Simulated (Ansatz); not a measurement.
## Structure relaxation, NbRu

The start is a relaxed NbRu cell, doubled along one cell vector, shaken by Gaussian noise of σ = 0.08 Å a coordinate. The structure is fully relaxed (lattice and positions, P = 0) with PBE (plane waves to 420 eV, PAW, scalar-relativistic; Ansatz, a quantum-chemistry and plane-wave program). The first steps use a coarse 10×10×5 k-mesh.

Starting cell:
```
NbRu
1.0
    0.00000     2.85423     2.85423
    2.85423     0.00000     2.85423
    5.70846     5.70846     0.00000
Nb Ru
2 2
Cartesian
  4.21393   4.27010   4.32781
  7.15028   7.19537   4.23329
  0.08825  -0.19123   0.06854
  2.74559   2.75892  -0.05044
```

How much energy is released per atom?

About 1.4 eV/atom.

How does the volume change?

-30.9 %, from 23.25 to 16.06 Å³/atom.

Does it find its way back to the structure it was made from?

It does not go back: it reaches Imma (No. 74), 1.33 eV/atom below the parent.

How do the shortest distances between atoms change?

The closest pairs of elements (up to four, under 3.6 Å), start → end: Nb–Ru 2.22 → 2.70 Å; Nb–Nb 3.91 → 2.77 Å; Ru–Ru 3.89 → 2.98 Å.

Is the relaxed structure metallic? Give its gap.

Zero (metallic).

Give the final cell and atomic positions.


Space group Imma (No. 74); a = 3.1698 Å, b = 4.4224 Å, c = 9.1631 Å, α = β = γ = 90.00°

```tsv
atom	site	symmetry	x	y	z
Nb	4e	mm2	0.0000	0.7500	0.1259
Ru	4e	mm2	0.0000	0.2500	0.3876
```
(The calculation used a cell of 4 atoms; values per cell refer to that cell.)

Final values are on a 18×18×18 k-mesh of the relaxed cell. The start holds a very short contact (Nb–Ru 2.22 Å). No spin polarisation in the result.

The relaxed structure here is a generated cell of NbRu: the first start was made by placing the elements on the sites of a structure type, and the end was not matched to a known phase here, so it may be hypothetical.
